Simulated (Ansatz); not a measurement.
Cd4SeS3: stable or not

It was reached by relaxing an invented guess, and it needn't be the stable form of this composition.

All numbers below come from Ansatz, DFT PBE, scalar-relativistic, plane waves, PAW. Plane waves to 420 eV, a 6×6×4 mesh through Γ for the 8-atom cell and 0.02 eV Gaussian smearing; no spin polarisation.

```cif
data_structure
_symmetry_space_group_name_H-M 'P 1'
_symmetry_Int_Tables_number 1
_cell_length_a 4.2418
_cell_length_b 4.2418
_cell_length_c 11.9615
_cell_angle_alpha 90.000
_cell_angle_beta 90.000
_cell_angle_gamma 90.000
_cell_volume 215.23
loop_
_atom_site_label
_atom_site_type_symbol
_atom_site_fract_x
_atom_site_fract_y
_atom_site_fract_z
_atom_site_occupancy
Cd1 Cd 0.50000 0.00000 0.62161 1
Cd2 Cd 0.00000 0.50000 0.86557 1
Cd3 Cd 0.50000 0.00000 0.13443 1
Cd4 Cd 0.00000 0.50000 0.37839 1
Se1 Se 0.00000 0.00000 0.00000 1
S1 S 0.50000 0.50000 0.25656 1
S2 S 0.00000 0.00000 0.50000 1
S3 S 0.50000 0.50000 0.74344 1
```

Energies over the elements count from the elements' standard structures at the same level, with no fitted energy shifts.

Question: These tests were run: energy against the elements; random kick, then relaxation without symmetry; phonons on a 2×2×1 q mesh; elastic tensor. What do they show?

Answer:

```json
{"test": "energy against the elements", "result": "−0.648 eV/atom"}
{"test": "random kick, then relaxation without symmetry", "result": "returns"}
{"test": "phonons on a 2×2×1 q mesh", "result": "no imaginary mode on the mesh, but the interpolation dips to 17i cm⁻¹ between its points"}
{"test": "elastic tensor", "result": "least eigenvalue 10 GPa"}
```

It fails none of these tests outright. Whether a mixture of other phases lies lower isn't tested here. Undecided within the accuracy: phonons on a 2×2×1 q mesh.

The reference forms of S and Se are held partly by dispersion forces, which this level lacks. The kick test ran on a coarse mesh. The run for the phonons used a 6×6×4 k mesh. The run for the elastic tensor used a 6×6×4 k mesh.
